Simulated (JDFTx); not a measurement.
* **surface**: TiTe2 monolayer, Te outermost
* **bulk**: TiTe2, P-3m1, lattice of mp-1907 (not re-optimised)
* **slab**: 3 atoms in 3 planes, 1x1, 3.4 Å between the outermost planes
* **in-plane cell**: 3.824 × 3.824 Å, 12.67 Å²
* **cell height**: 19.4 Å
* **sampling**: 6×6×1 k mesh, Fermi smearing 0.01 Ha, no spin polarisation

Whether this polymorph is the ambient one wasn't checked. A free-standing single layer at the bulk's in-plane lattice is a model cell. Neither spin polarisation nor a larger cell was tried.

Final geometry:
```
TiTe2 monolayer
1.0
    3.8242     0.0000     0.0000
   -1.9121     3.3119     0.0000
    0.0000     0.0000    19.4000
Te Ti
2 1
Direct
  0.6667   0.3333   0.4112
  0.3333   0.6667   0.5888
  0.0000   0.0000   0.5000
```

All numbers are PBE, GBRV ultrasoft potentials, plane waves to 20/100 Ha results from JDFTx (a modified build), not measurements. Liquid on both sides: SCCS (g09 parameters), water, 1 M NaF; nuclei fixed, outer atoms relaxed in vacuum. SHE scale: U = −μ/e − 4.44 V, by convention. No explicit solvent molecules are present.

**Question.** Predict the potential of zero charge and the surface charge against electrode potential.

**Answer.** The potential of zero charge is 0.42 V vs SHE.

```json
[
 {"U (V vs SHE)": "0.00", "μ (eV)": "-4.44", "excess electrons per cell": "0.058", "σ (μC/cm², per face)": "-3.7", "run": "fixed potential"},
 {"U (V vs SHE)": "0.20", "μ (eV)": "-4.64", "excess electrons per cell": "0.031", "σ (μC/cm², per face)": "-2.0", "run": "fixed potential"},
 {"U (V vs SHE)": "0.42", "μ (eV)": "-4.86", "excess electrons per cell": "0.000", "σ (μC/cm², per face)": "0.0", "run": "neutral"}
]
```
